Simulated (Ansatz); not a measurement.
La2O3:
```yaml
crystal:
  lattice:
    - [3.93522, 0.00000, 0.00000]
    - [-1.96761, 3.40800, 0.00000]
    - [0.00000, 0.00000, 6.12632]
  atoms:
    - { symbol: La, position: [0.33333, 0.66667, 0.24613] }
    - { symbol: La, position: [0.66667, 0.33333, 0.75387] }
    - { symbol: O, position: [0.00000, 0.00000, 0.00000] }
    - { symbol: O, position: [0.33333, 0.66667, 0.64612] }
    - { symbol: O, position: [0.66667, 0.33333, 0.35388] }
```

Relaxed with r²SCAN.

Question: Give the Bader charges and basin volumes of the independent atoms, r²SCAN in the plane-wave PAW code Ansatz.

Answer: 

```csv
atom,Bader charge (e),Bader volume (Å³)
La1,+2.09,18.8
O3,-1.44,15.7
O4,-1.37,14.4
```

Space group P-3m1 (La2O3 or Ni2Al3 type). The cell was relaxed with r²SCAN under the symmetry of its start. Spin–orbit coupling is left out wherever it is not named.

Potentials: the later of the program's two PAW sets.
